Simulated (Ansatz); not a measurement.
## PbO₂ under strong compression

```
CELL_PARAMETERS angstrom
0.00000 2.70199 2.70199
2.70199 0.00000 2.70199
2.70199 2.70199 0.00000
ATOMIC_POSITIONS crystal
Pb 0.00000 0.00000 0.00000
O 0.25000 0.25000 0.25000
O 0.75000 0.75000 0.75000
```

The base volume is that of a database entry, with shape and atoms relaxed on PAW files at held volume, so it needn't be at zero pressure; the structure needn't be the stable phase, at rest or compressed.

Its volume is scaled, and at each volume shape and atoms are relaxed on PAW files; all methods then take that cell.

All numbers are PBEsol results (scalar-relativistic) from Ansatz 0.2.0, with a Γ-centred 12×12×12 k mesh, Fermi–Dirac smearing of 0.05 eV, no spin polarisation. Methods: LAPW: all electrons, basis error target 1 meV/atom; PAW: frozen-core files, cutoff 420 eV; crystal datasets: all electrons, by PAW datasets that the program makes for each cell.

Energies are extrapolated to zero smearing and count from the unscaled cell; pressure is positive in compression; gaps take the mesh and a band path. No temperature or zero-point motion is included.

Spin–orbit coupling is left out, which matters for the heavy atoms. The PAW files were made under PBE. The structure type is held throughout; the real material can change phase at far lower pressure.

| V/V0 | V (Å³/atom) | P LAPW (GPa) | ΔE LAPW (eV/atom) | P PAW − LAPW (GPa) | ΔE PAW − LAPW (meV/atom) | gap (eV) | space group | shortest distance (Å) |
| --- | --- | --- | --- | --- | --- | --- | --- | --- |
| 1.00 | 13.15 | -5.82 | 0.000 | 0.00 | 0.0 | 0.00 | Fm-3m | 2.340 |
| 0.75 | 9.86 | 69.1 | 0.455 | -0.04 | -0.6 | 0.00 | Fm-3m | 2.126 |
| 0.55 | 7.23 | 327.8 | 3.230 | 0.55 | 2.5 | 3.33 | Fm-3m | ? |
| 0.45 | 5.92 | ? | 7.247 | 0.40 | 7.9 | 4.59 | Fm-3m | 1.793 |

(1) Fill in "shortest distance (Å)" for the row "0.55".

(2) Fill in "P LAPW (GPa)" for the row "0.45".

(3) At the smallest volume, how far do crystal datasets lie from LAPW in pressure?

(4) How do the Löwdin populations by LAPW change from the unscaled cell to the last row?

## Answers

(1) 1.917.

(2) 701.2.

(3) crystal datasets: +0.01 GPa, on a LAPW pressure of 701.2 GPa.

(4) Pb 5s 1.99 → 1.96, Pb 6s 1.22 → 0.65, Pb 5p 5.99 → 5.96, Pb 6p 1.45 → 1.51, Pb 5d 9.99 → 9.94, O 2s 1.81 → 1.64, O 2p 4.82 → 5.26 electrons an atom. These are projections on the shells that the free atoms fill; 0.09 e a cell lies outside them at the start and 0.21 e at the end.
